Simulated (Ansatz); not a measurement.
Polymorphs of AgI, each relaxed with plane-wave PAW LDA (Ansatz code):

A: rock salt (Fm-3m)
a = 5.900 Å, b = 5.900 Å, c = 5.900 Å, α = 90.00°, β = 90.00°, γ = 90.00°

```json
[
 {"atom": "Ag", "site": "4a", "symmetry": "m-3m", "x": "0.0000", "y": "0.0000", "z": "0.0000"},
 {"atom": "I", "site": "4b", "symmetry": "m-3m", "x": "0.5000", "y": "0.5000", "z": "0.5000"}
]
```

B: zinc blende (F-43m)
a = b = c = 6.3481 Å, α = β = γ = 90.00°

```csv
atom,site,symmetry,x,y,z
Ag,4a,-43m,0.0000,0.0000,0.0000
I,4d,-43m,0.7500,0.7500,0.7500
```

### Question
Rank these by energy per atom at 0 K (lowest first), as LDA gives it.

### Answer
B (+0 meV/atom), A (+37 meV/atom)

### Question
Give each one's gap.

### Answer
A 0.16 eV; B 1.06 eV.

Not the usual ambient phase: A. All cells were relaxed under the symmetry of their starts (and spin orders); stability against distortions was not tested throughout. Named crystals with no word on spin ran without spin polarisation. Spin–orbit coupling is left out wherever it is not named.

Energies hold the estimated change up to a 700 eV cutoff; steps of a few meV lie near the error of the meshes.

Potentials: the earlier of the program's two PAW sets. The files were generated under PBE; for other functionals the program regenerates the frozen cores, and for LDA and PBEsol the local potential too.
